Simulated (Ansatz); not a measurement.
The guess for CaMg₂AgC₆N₆ was made by a generator: cyanide-bridged rock-salt net of two metals, 2 guest cations a cell (Fm-3m, No. 225). The dimensions are guesses.

Space group Fm-3m (No. 225). a = 10.792 Å, b = 10.792 Å, c = 10.792 Å, α = 90.00°, β = 90.00°, γ = 90.00°
```
atom  site  symmetry       x       y       z
  Ca    4a      m-3m  0.0000  0.0000  0.0000
  Mg    8c      -43m  0.2500  0.7500  0.7500
  Ag    4b      m-3m  0.5000  0.0000  0.0000
   C   24e      4m.m  0.1951  0.0000  0.0000
   N   24e      4m.m  0.3036  0.0000  0.0000
```

All numbers below come from DFT PBE, scalar-relativistic, plane waves, PAW (Ansatz). Cutoff 420 eV, Gaussian smearing, Γ-centred meshes. Cell and atoms relax first on a coarse mesh and then on a finer one. In between, the cell is made exact in the group found at 0.06 Å. In metals the finer mesh still leaves noise of several meV/atom or more. The steps can't lower the symmetry of their start. Collinear spin is switched on along the way, since trial moments persisted in a coarse test.

A guess keeps its type if space group and coordination stay and the shape of the cell changes little (axis ratios within about 15 %, angles within 6°); the volume may change.

Question: Does it keep its structure type, or change into something else?

Answer: It keeps its type. The symmetry stays Fm-3m (No. 225). The volume per atom grows by 36.4 %, from 19.6 to 26.8 Å³. The shortest distance stays 1.17 Å (C–N). Counting neighbours within 15 % of an atom's shortest distance, the start has Ag 6, C 1, Ca 6, Mg 24, N 1 and the end Ag 6, C 1, Ca 6, Mg 24, N 1.

Energies over the elements count from the elements' standard structures at the same level (N₂ as a molecule), with no fitted energy shifts.

Question: At what energy does it end?

Answer: +0.67 eV/atom. A positive value: parting into the elements would lower its energy.

The last run used collinear spin, a 6×6×6 mesh for its 16-atom cell and Gaussian smearing of 0.10 eV. The reference form of C is held partly by dispersion forces, which this level lacks. Another magnetic order may lie lower. A structure relaxed within its symmetry needn't be a true minimum.
